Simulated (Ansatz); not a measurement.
With r²SCAN (plane waves, PAW; program Ansatz), InSb in the hexagonal phase (P6_3mc; In on 2b, Sb on 2b, In on 2a, Sb on 2a) relaxes to a = 4.630 Å, c = 15.186 Å. In on 2b has 4 nearest neighbours from 2.84 Å (tetrahedral); Sb on 2b has 4 nearest neighbours from 2.84 Å (tetrahedral); In on 2a has 4 nearest neighbours from 2.84 Å (tetrahedral); Sb on 2a has 4 nearest neighbours from 2.84 Å (tetrahedral). Its formation energy from the elements is -0.24 eV/atom, with no fitted shifts.

Electronic character: no gap, with almost no states at the Fermi level (zero-gap or semimetallic). The screened hybrid HSE06 puts the gap at 0.30 eV (a hybrid on a coarse mesh can open a false gap in a semimetal). Gap from r²SCAN with spin–orbit coupling: none (metallic).

An equation-of-state fit gives a bulk modulus of 43.3 GPa. Bader charges are In +0.53 to +0.54, Sb -0.54 e.

The start of the workflow was typed in or built on a structure type; neither database checked (COD, Materials Project) lists it. It is not the phase usual at ambient conditions (space group No. 216). Symmetry was held in the r²SCAN relaxation; its stability against distortions is not shown here. The references are the lowest solids computed at this level, not always the standard phases. Scalar-relativistic: spin–orbit coupling is off unless named, which matters more the heavier the elements.

Potentials: the earlier of the program's two PAW sets.
